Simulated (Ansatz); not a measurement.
**GaReSi: reading a single point**

```
Re Ga Si
1.0
     3.19464    0.00000    0.00000
     0.00000    3.19464    0.00000
     0.00000    0.00000    8.05510
Re Ga Si
2 2 2
Direct
  0.75000 0.75000 0.73063
  0.25000 0.25000 0.26937
  0.25000 0.25000 0.91460
  0.75000 0.75000 0.08540
  0.75000 0.75000 0.41520
  0.25000 0.25000 0.58480
```

Method: PBE, no spin polarisation; PAW, plane waves to 420 eV, 8×8×3 Γ-centred mesh, gaussian occupations (width 0.12 eV) (Ansatz 0.2.0), atoms fixed.

Q: Which orbitals make up the band edges?

A: Within 0.7 eV of the edges, the states project mainly on Re d (91 %) below the gap and on Re d (53 %), Ga p (22 %) and Si p (15 %) above it.

Q: Is there a gap, and of what kind?

A: The gap is 0.18 eV, indirect (the least direct gap found is 0.83 eV).

Q: What is the formation energy?

A: -0.29 eV an atom against the elements' usual phases (free molecules for gases, crystals otherwise, with no correction for O₂ or N₂), so it is bound against them; other compounds may still compete. Relaxing would lower it.

Q: Is the cell too large or too small?

A: The pressure is 3.4 GPa (compression positive), so with the atoms held at these fractions the cell would first expand.

Origin: a database entry at a rescaled volume. Caveats: no spin-orbit coupling, which can shift this gap by tenths of an eV; the gap is not wide against the smearing.
